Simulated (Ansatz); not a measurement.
C:
```
C
1.0
   -2.17811     2.17811     1.24939
    2.17811    -2.17811     1.24939
    2.17811     2.17811    -1.24939
C
4
Direct
  0.18031   0.18031   0.36063
  0.18031   0.81969   0.00000
  0.81969   0.18031   0.00000
  0.81969   0.81969   0.63937
```

Relaxed with PBEsol. Independent-particle spectrum: no excitons, no local fields, no scissors shift; 0.1 eV broadening; ε₁ of the summed bands alone.

Task: Tabulate the dielectric function from plane-wave PAW PBEsol (Ansatz code).

Result: 

| E (eV) | ε₁ xx | ε₂ xx | ε₁ zz | ε₂ zz |
|---|---|---|---|---|
| 0.0 | 5.98 | 0.00 | 5.26 | 0.00 |
| 0.5 | 5.99 | 0.00 | 5.27 | 0.00 |
| 1.0 | 6.03 | 0.00 | 5.29 | 0.00 |
| 1.5 | 6.10 | 0.00 | 5.33 | 0.00 |
| 2.0 | 6.20 | 0.00 | 5.40 | 0.00 |
| 2.5 | 6.34 | 0.00 | 5.48 | 0.00 |
| 3.0 | 6.52 | 0.00 | 5.58 | 0.00 |
| 3.5 | 6.76 | 0.00 | 5.71 | 0.00 |
| 4.0 | 7.07 | 0.00 | 5.88 | 0.00 |
| 4.5 | 7.49 | 0.00 | 6.08 | 0.00 |
| 5.0 | 8.10 | 0.01 | 6.34 | 0.00 |
| 5.5 | 9.15 | 0.04 | 6.67 | 0.01 |
| 6.0 | 10.18 | 1.27 | 7.09 | 0.02 |
| 6.5 | 11.19 | 1.97 | 7.66 | 0.06 |
| 7.0 | 12.34 | 3.71 | 8.48 | 0.14 |
| 7.5 | 14.69 | 7.72 | 9.86 | 0.46 |
| 8.0 | 8.31 | 12.09 | 11.87 | 3.03 |
| 8.5 | 5.54 | 8.21 | 10.15 | 3.49 |
| 9.0 | 7.98 | 8.13 | 11.46 | 4.40 |
| 9.5 | 5.48 | 14.43 | 12.44 | 7.65 |
| 10.0 | 4.02 | 12.02 | 11.84 | 9.11 |
| 10.5 | 1.72 | 12.89 | 13.12 | 16.11 |
| 11.0 | -1.64 | 10.41 | 2.33 | 20.56 |
| 11.5 | -1.89 | 9.32 | -0.25 | 12.71 |
| 12.0 | -3.10 | 8.00 | -2.15 | 11.43 |

With all bands, ε∞ without local fields is 6.16 (xx = yy), 5.40 (zz). DFPT, with local fields, gives 5.93 (xx = yy), 5.23 (zz).

Space group I4/mmm. The start of the workflow was typed in or built on a structure type; the Crystallography Open Database copy checked does not list it. It is not the phase usual at ambient conditions (space group No. 194, 227). The PBEsol relaxation kept the symmetry of its start; its stability against distortions is not shown here.

Potentials: the earlier of the program's two PAW sets. The files were generated under PBE; for other functionals the program regenerates the frozen cores, and for LDA and PBEsol the local potential too.
